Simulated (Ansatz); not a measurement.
Si:
```
CELL_PARAMETERS angstrom
      0.00000     5.88523     5.88523
      5.88523     0.00000     5.88523
      5.88523     5.88523     0.00000
ATOMIC_POSITIONS crystal
  Si 0.57014 0.28957 0.57014
  Si 0.96043 0.67986 0.67986
  Si 0.57014 0.57014 0.28957
  Si 0.67986 0.96043 0.67986
  Si 0.57014 0.57014 0.57014
  Si 0.67986 0.67986 0.67986
  Si 0.28957 0.57014 0.57014
  Si 0.67986 0.67986 0.96043
```

Relaxed with r²SCAN.

Task: Map the electron localisation function on the plane through (0.570, 0.290, 0.570) spanned by u = [1, 1, 0] and v = [1, -1, 0] in lattice vectors, from r²SCAN in the plane-wave PAW code Ansatz.

Result: x is the fraction of u, y of v (the angle between them is 90°; rows are the nearest grid lines); atoms in the plane: Si at (0.00, 0.00), Si at (0.50, 0.50), Si at (0.14, 0.86), Si at (0.64, 0.36), Si at (0.00, 0.72), Si at (0.50, 0.22).
```
y \ x   0.000  0.100  0.175  0.275  0.375  0.450  0.550  0.625  0.725  0.825  0.900   1.00
------  -----  -----  -----  -----  -----  -----  -----  -----  -----  -----  -----  -----
1.00    0.615  0.879  0.561  0.658  0.827  0.600  0.260  0.023  0.003  0.045  0.487  0.615
0.925   0.484  0.781  0.594  0.683  0.713  0.815  0.257  0.006  0.000  0.020  0.498  0.484
0.850   0.790  0.302  0.498  0.546  0.528  0.878  0.348  0.006  0.000  0.020  0.563  0.790
0.775   0.263  0.861  0.636  0.710  0.773  0.744  0.230  0.008  0.000  0.021  0.473  0.263
0.700   0.483  0.854  0.482  0.608  0.811  0.681  0.309  0.039  0.006  0.069  0.534  0.483
0.625   0.771  0.569  0.148  0.305  0.646  0.905  0.566  0.271  0.040  0.392  0.709  0.771
0.550   0.796  0.148  0.023  0.059  0.388  0.800  0.683  0.681  0.232  0.794  0.683  0.796
0.450   0.670  0.024  0.001  0.003  0.218  0.683  0.722  0.759  0.777  0.867  0.656  0.670
0.375   0.806  0.028  0.000  0.001  0.271  0.878  0.482  0.253  0.907  0.656  0.598  0.806
0.300   0.736  0.024  0.000  0.002  0.237  0.827  0.643  0.452  0.860  0.808  0.655  0.736
0.225   0.659  0.042  0.004  0.011  0.244  0.486  0.746  0.822  0.557  0.879  0.619  0.659
0.150   0.831  0.232  0.039  0.101  0.457  0.871  0.662  0.591  0.150  0.723  0.714  0.831
0.0750  0.590  0.676  0.220  0.392  0.701  0.889  0.506  0.177  0.024  0.267  0.678  0.590
0.000   0.615  0.879  0.561  0.658  0.827  0.600  0.260  0.023  0.003  0.045  0.487  0.615
```

The density is the valence pseudo-density with augmentation charge, so density and ELF within about 1 Å of a nucleus are not all-electron values.

Space group Fd-3m. The start of the workflow was typed in or built on a structure type. Its sites differ from those of the usual phase in this space group: another stacking or structure type. The r²SCAN relaxation kept the symmetry of its start. At this level the phase is mechanically unstable. The volume moved by 40 % from the start of the relaxation.

Potentials: the later of the program's two PAW sets.
